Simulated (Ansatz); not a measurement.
## Perovskite alloy of KMgF3 and KZnF3 (5 of 8 Mg sites exchanged), 40 atoms

Ansatz, PAW, plane waves. PBEsol relaxation of volume and atoms (shape held) at the single k point (¼, ¼, ¼) without its symmetry partners; single points on the relaxed atoms at the single k point (¼, ¼, ¼) without its symmetry partners, onto which points of the small cell's zone fold. Arrangement: quasirandom. No spin–orbit coupling unless named.

Relaxed structure:

```cif
data_structure
_symmetry_space_group_name_H-M 'P 1'
_symmetry_Int_Tables_number 1
_cell_length_a 8.0623
_cell_length_b 8.0623
_cell_length_c 8.0623
_cell_angle_alpha 90.000
_cell_angle_beta 90.000
_cell_angle_gamma 90.000
_cell_volume 524.06
loop_
_atom_site_label
_atom_site_type_symbol
_atom_site_fract_x
_atom_site_fract_y
_atom_site_fract_z
_atom_site_occupancy
K1 K 0.99979 0.00004 0.99989 1
K2 K 0.99972 0.00000 0.49971 1
K3 K 0.99997 0.50038 0.00006 1
K4 K 0.99985 0.50032 0.49952 1
K5 K 0.50054 0.00015 0.99974 1
K6 K 0.50049 0.00013 0.49979 1
K7 K 0.50054 0.50033 0.99994 1
K8 K 0.50029 0.50018 0.49959 1
Mg1 Mg 0.25015 0.25020 0.24968 1
Mg2 Mg 0.25017 0.25014 0.74975 1
Mg3 Mg 0.25019 0.75014 0.74974 1
Zn1 Zn 0.25013 0.75025 0.24976 1
Zn2 Zn 0.75016 0.25023 0.24977 1
Zn3 Zn 0.75018 0.25023 0.74979 1
Zn4 Zn 0.75010 0.75022 0.24981 1
Zn5 Zn 0.75018 0.75018 0.74978 1
F1 F 0.25000 0.24980 0.99956 1
F2 F 0.25013 0.25047 0.49984 1
F3 F 0.24976 0.75022 0.99697 1
F4 F 0.25056 0.75008 0.50247 1
F5 F 0.75016 0.24973 0.99966 1
F6 F 0.74989 0.25046 0.49977 1
F7 F 0.75048 0.75041 0.99956 1
F8 F 0.74991 0.74964 0.49994 1
F9 F 0.00317 0.25061 0.24981 1
F10 F 0.00322 0.24965 0.74965 1
F11 F 0.00054 0.74984 0.25010 1
F12 F 0.00322 0.75075 0.74941 1
F13 F 0.49705 0.24969 0.24963 1
F14 F 0.49703 0.25055 0.74978 1
F15 F 0.49973 0.75040 0.24949 1
F16 F 0.49708 0.74948 0.75005 1
F17 F 0.24983 0.00287 0.24989 1
F18 F 0.25074 0.00030 0.74942 1
F19 F 0.25038 0.49740 0.24938 1
F20 F 0.24960 0.49994 0.75004 1
F21 F 0.75050 0.00034 0.24991 1
F22 F 0.74959 0.00017 0.74927 1
F23 F 0.74977 0.49998 0.24946 1
F24 F 0.75054 0.50006 0.74997 1
```

(1) What are the mean bond lengths by pair (pairs within 1.2 times the sum of covalent radii, less contacts 15 % beyond the pair's median; cation–cation pairs of compounds aside; long ionic contacts are cut short by that bound)?

(2) What gap lies between the top filled and the lowest empty level in the single points?

## Answers

(1) F–K 2.851 ± 0.003 Å (standard deviation, 96 bonds); F–Mg 2.002 ± 0.012 Å (standard deviation, 18 bonds); F–Zn 2.023 ± 0.011 Å (standard deviation, 30 bonds).

(2) HSE06 8.01 eV (11 s on NVIDIA GB300). Away from Γ this isn't the crystal's band gap.
